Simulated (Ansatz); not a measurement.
LaSiPt in space group I4_1md (No. 109; La on 4a, Si on 4a, Pt on 4a), plane-wave PAW PBE (Ansatz code), all energies at zero smearing, with the estimated change up to a 700 eV cutoff added, with one set of potentials and settings (totals compare only within such a set). Cell of 6 atoms (2 La, 2 Si, 2 Pt): -38824.731 eV.

```tsv
element	reference phase	E (eV/atom)
La	P6_3/mmc, 4 atoms in the cell	-6250.0953
Si	Fd-3m, 2 atoms in the cell	-635.8096
Pt	Fm-3m, 1 atoms in the cell	-12523.0127
```

Formation energy per atom, worked out: (-38824.731 − 2×(-6250.0953) − 2×(-635.8096) − 2×(-12523.0127))/6 = -1.149 eV/atom (-111 kJ per mol of atoms), at 0 K, without zero-point energy or fitted corrections.

The workflow started from a Materials Project entry (that database holds measured and hypothetical structures alike); the Crystallography Open Database copy checked does not list it. With Si and Pt taken as one species the cell has the higher symmetry I4_1/amd, so it may be an ordered model of a mixed-site phase. Its standing as an ambient phase is unchecked. The cell was relaxed with PBE under the symmetry of its start; whether a distortion lowers the energy is not shown. No spin polarisation was allowed. The references are the lowest solids computed at this level, not always the standard phases. Spin–orbit coupling is left out wherever it is not named.

Potentials: the later of the program's two PAW sets.
